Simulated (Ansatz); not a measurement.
The cell is COD entry 9008656, as deposited and not checked against the literature; nothing was relaxed.

An input for LaAs: DFT, PBEsol, all-electron LAPW, scalar-relativistic (Ansatz 0.2.0).

Command: `ansatz run input.yaml --threads 1 --pin off --max-ram 3072MiB --backend cpu --events-out ev --progress --plain --runs-dir out` The run took 28 s on 1 thread of Arm Neoverse V2, on a shared host, peak memory 0.37 GiB.

```yaml
crystal:
  lattice:
    - [0.0, 3.0625, 3.0625]
    - [3.0625, 0.0, 3.0625]
    - [3.0625, 3.0625, 0.0]
  atoms:
    - { symbol: La, position: [0.0, 0.0, 0.0] }
    - { symbol: As, position: [0.5, 0.5, 0.5] }
kpoints:
  mp_grid: { grid: [12, 12, 12] }
  band_path:
    path:
      - [0.0, 0.0, 0.0]
      - [0.5, 0.0, 0.5]
      - [0.625, 0.25, 0.625]
      - [0.375, 0.375, 0.75]
      - [0.0, 0.0, 0.0]
      - [0.5, 0.5, 0.5]
      - [0.5, 0.25, 0.75]
      - [0.5, 0.0, 0.5]
    npoints: 14
scf:
  occupations: { method: fermi_dirac, width: 0.05 }
hamiltonian:
  xc: pbesol
  pseudopotentials: { kind: all_electron, lapw: { basis_error: 0.001 } }
output:
  forces: true
  stress: true
  eigenvalues: true
  populations: true
  dos: { projected: true, de: 0.2, e_range: [-14, 8] }
```

Set-up and iterations as logged by Ansatz (the results part is left out, to be predicted):

```
La: projections on atomic orbitals take those of the free atom 1s2 2s2 2p6 3s2 3p6 3d10 4s2 4p6 4d10 4f0 5s2 5p6 5d1 6s2, of charge +0.00 (hamiltonian.pseudopotentials.projection_atoms)
As: projections on atomic orbitals take those of the free atom 1s2 2s2 2p6 3s2 3p6 3d10 4s2 4p3, of charge +0.00 (hamiltonian.pseudopotentials.projection_atoms)
LAPW: plane waves up to 6.726 Å⁻¹, error target 1.0e-3 eV per atom; small_component_spin mean_spin; As in spheres of 1.511 Å, 23 of its electrons in bands, Dirac shells []; La in spheres of 1.551 Å, 29 of its electrons in bands, Dirac shells []
Engine: ansatz 0.2.0
Pseudopotentials: kind: all_electron
Pseudopotential: La, LAPW, valence charge 29, Koelling and Harmon's equation, gaussian nucleus
Pseudopotential: As, LAPW, valence charge 23, Koelling and Harmon's equation, gaussian nucleus
Functional definition: PBEsol
  exchange = pbesol_x
  correlation = pbesol_c
Crystal: 2 atoms, lattice volume = 57.446 Å³
Basis set: ecut = 172.34676531846407 eV, 283 PW (Γ), exchange–correlation at level 2
Bands: 32, of which v1, the nominal top of the filled ones, is band 26 counted from 1 (25 counted from 0)
Symmetry: 48 space group operations
Space group: Fm-3m (ITA 225), of the structure as read, at distance tolerance 3.9e-5 Å
k-points: 72 of 1728
Non-local potential: La, projectors of the file, none
Non-local potential: As, projectors of the file, none
Initial density: superposition of atomic densities (chi_scale 0.1, normalization cell, long waves kept (reshape's long-wave potential 0.00 eV rms))
Initial wavefunctions: plane waves of lowest kinetic energy (no species holds an atomic orbital)
Functional: x = pbesol(κ = 0.804, μ = 0.12345679012345678), c = pbesol(β = 0.046)
iter 1 solved again at ethr=1.37e-3 eV; its pass at ethr=1.00e-1 eV (dr2=7.14e-1 eV) is discarded
SCF iter   1: F=—  HF=-292503.493820 eV  |F-HF|=—  |Δ(HF+E_count)|=         —  Δρ=2.39e-2  dr2=7.14e-1  ethr=1.37e-3  ⟨swp⟩=2.0  Hψ=14510  notcnv=0
SCF iter   2: F=—  HF=-292503.358578 eV  |F-HF|=—  |Δ(HF+E_count)|=   1.35e-1  Δρ=1.55e-2  dr2=3.11e-1  ethr=1.37e-3  ⟨swp⟩=2.0  Hψ=7181  notcnv=0
SCF iter   3: F=—  HF=-292503.314841 eV  |F-HF|=—  |Δ(HF+E_count)|=   4.37e-2  Δρ=7.10e-3  dr2=6.98e-2  ethr=5.97e-4  ⟨swp⟩=2.0  Hψ=6545  notcnv=0
iter 4 solved again at ethr=1.84e-6 eV; its pass at ethr=1.34e-4 eV (dr2=9.57e-4 eV) is discarded
SCF iter   4: F=—  HF=-292503.313090 eV  |F-HF|=—  |Δ(HF+E_count)|=         —  Δρ=1.35e-3  dr2=9.58e-4  ethr=1.84e-6  ⟨swp⟩=2.0  Hψ=12048  notcnv=0
the basis was enlarged: its passes take 140.8 KiB over the memory plan, 1 of 1 planned eigensolver slots
SCF iter   5: F=—  HF=-292503.312159 eV  |F-HF|=—  |Δ(HF+E_count)|=   9.31e-4  Δρ=6.11e-4  dr2=2.41e-4  ethr=1.84e-6  ⟨swp⟩=2.8  Hψ=7171  notcnv=0
SCF iter   6: F=—  HF=-292503.312105 eV  |F-HF|=—  |Δ(HF+E_count)|=   5.44e-5  Δρ=3.26e-4  dr2=7.75e-5  ethr=4.64e-7  ⟨swp⟩=2.1  Hψ=7067  notcnv=0
SCF iter   7: F=—  HF=-292503.312119 eV  |F-HF|=—  |Δ(HF+E_count)|=   1.46e-5  Δρ=3.97e-5  dr2=7.38e-7  ethr=1.49e-7  ⟨swp⟩=2.2  Hψ=7075  notcnv=0
SCF iter   8: F=—  HF=-292503.312120 eV  |F-HF|=—  |Δ(HF+E_count)|=   4.39e-7  Δρ=1.93e-5  dr2=4.89e-7  ethr=1.42e-9  ⟨swp⟩=3.0  Hψ=7252  notcnv=0
SCF iter   9: F=—  HF=-292503.312119 eV  |F-HF|=—  |Δ(HF+E_count)|=   3.34e-7  Δρ=8.67e-6  dr2=8.02e-8  ethr=9.39e-10  ⟨swp⟩=2.0  Hψ=7063  notcnv=0
SCF iter  10: F=-292503.312119 eV  HF=-292503.312119 eV  |F-HF|=4.83e-9  |Δ(HF+E_count)|=   1.33e-8  Δρ=3.06e-6  dr2=9.30e-9  ethr=1.54e-10  ⟨swp⟩=2.0  Hψ=7063  notcnv=0
```

Problem. What pressure will this run report?

Solution. -0.49 GPa (positive in compression).

Problem. Is there a band gap?

Solution. None at this level of theory (metallic, semimetallic, or a small gap that the functional closes).
